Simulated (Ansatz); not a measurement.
AgW:
```
CELL_PARAMETERS angstrom
      4.58749     0.00000     0.00000
      0.00000     2.70188     0.00000
      0.00000     0.00000     5.15071
ATOMIC_POSITIONS crystal
  W  0.25000 0.00000 0.86596
  W  0.75000 0.00000 0.13404
  Ag 0.25000 0.50000 0.36149
  Ag 0.75000 0.50000 0.63851
```

Relaxed with PBEsol. Special points in fractions of this cell's reciprocal vectors: Γ (0.000, 0.000, 0.000); X (0.500, 0.000, 0.000); S (0.500, 0.500, 0.000); Y (0.000, 0.500, 0.000); Z (0.000, 0.000, 0.500); U (0.500, 0.000, 0.500); R (0.500, 0.500, 0.500); T (0.000, 0.500, 0.500).

Task: List the band energies nearest the Fermi level at these points for DFT-PBEsol in the program Ansatz with PAW potentials.

Result: In eV from the Fermi level; about four levels below and three above (degenerate sets whole), none deeper than 8.9 eV; points with the same levels are listed once.

| k | below | above |
|---|---|---|
| Γ | -2.52 -2.17 -1.83 -0.16 | 1.14 1.75 2.44 |
| X | -1.87 -1.87 -0.02 -0.02 | 2.02 2.02 2.45 2.45 |
| S | -1.26 -1.26 -0.88 -0.88 | 3.02 3.02 3.79 3.79 |
| Y | -2.53 -1.82 -1.64 -0.52 | 0.14 0.55 1.23 |
| Z | -3.06 -2.63 -2.06 -1.78 | 0.78 1.71 2.27 |
| U | -2.25 -2.25 -1.04 -1.04 | 1.69 1.69 3.11 3.11 |
| R | -1.23 -1.23 -0.72 -0.72 | 0.65 0.65 1.79 1.79 |
| T | -1.45 -1.32 -0.72 -0.55 | 1.00 1.46 2.49 |

Space group Pmma. The start of the workflow was typed in or built on a structure type; neither database checked (COD, Materials Project) lists it. Whether it is the stable phase at ambient conditions was not checked. The PBEsol relaxation kept the symmetry of its start. At this level the phase is dynamically unstable (imaginary phonons). The run is not spin-polarised. Its formation energy is positive at this level, so the cell may be metastable or incomplete. Scalar-relativistic: spin–orbit coupling is off unless named, which matters more the heavier the elements.

Potentials: the earlier of the program's two PAW sets. The files were generated under PBE; for other functionals the program regenerates the frozen cores, and for LDA and PBEsol the local potential too.
